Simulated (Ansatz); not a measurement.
In:
Space group Cmce (No. 64); a = 5.200 Å, b = 8.704 Å, c = 5.112 Å, α = β = γ = 90.00°

```csv
atom,site,symmetry,x,y,z
In,8f,m..,0.0000,0.3436,0.4143
```
(The calculation used a cell of 4 atoms; values per cell refer to that cell.)

Relaxed at zero pressure with plane-wave PAW r²SCAN (Ansatz code).

### Question
The volume is lowered by 9 % and shape and atoms relax at that volume. What pressure results, and how do the axes share the change?

### Answer
4.7 GPa; a -4.5 %, b -2.6 %, c -2.2 %; the energy rises by 35 meV/atom.

### Question
Give the new structure.

### Answer

Space group Cmce (No. 64); a = 4.969 Å, b = 8.474 Å, c = 5.000 Å, α = 90.00°, β = 90.00°, γ = 90.00°

| atom | site | symmetry | x | y | z |
|---|---|---|---|---|---|
| In | 8f | m.. | 0.0000 | 0.3445 | 0.4155 |

The phase is kept; no other phase was compared at this pressure.

The start of the workflow was typed in or built on a structure type; neither database checked (COD, Materials Project) lists it. It is not the phase usual at ambient conditions (space group No. 139). The r²SCAN relaxation kept the symmetry of its start; its stability against distortions is not shown here. Axis ratios of metals converge slowly with the k-mesh, so a and c are less sure than the volume.

Potentials: the earlier of the program's two PAW sets.
